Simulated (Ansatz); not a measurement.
CoNiO$_{3}$ in space group R-3 (No. 148; Co on 6c, Ni on 6c, O on 18f), PBE in the plane-wave PAW code Ansatz, all energies at zero smearing, with the estimated change up to a 700 eV cutoff added, with one set of potentials and settings (totals compare only within such a set). Cell of 10 atoms (2 Co, 2 Ni, 6 O): -25330.765 eV.

```tsv
element	reference phase	E (eV/atom)
Co	P6_3/mmc, 2 atoms in the cell, spin-polarised	-5126.1559
Ni	Fm-3m, 1 atoms in the cell, spin-polarised	-5839.7239
O	C2/m, 4 atoms in the cell, spin-polarised	-565.0000
```

Formation energy per atom, worked out: (-25330.765 − 2×(-5126.1559) − 2×(-5839.7239) − 6×(-565.0000))/10 = -0.901 eV/atom (-87 kJ per mol of atoms), at 0 K, without zero-point energy or fitted corrections.

The workflow started from a Materials Project entry (that database holds measured and hypothetical structures alike); the Crystallography Open Database copy checked does not list it. With Co and Ni taken as one species the cell has the higher symmetry R-3c, so it may be an ordered model of a mixed-site phase. Whether it is the stable phase at ambient conditions was not checked. Symmetry was held in the PBE relaxation; its stability against distortions is not shown here. Spin order of the final state: ferromagnetic, chosen from 5 collinear starts compared on coarse meshes (ties went to the first, and starts can fall back to one state), not a proven ground state. No Hubbard U is applied. The references are the lowest solids computed at this level, not always the standard phases (solids in place of the gases).

Potentials: the later of the program's two PAW sets.
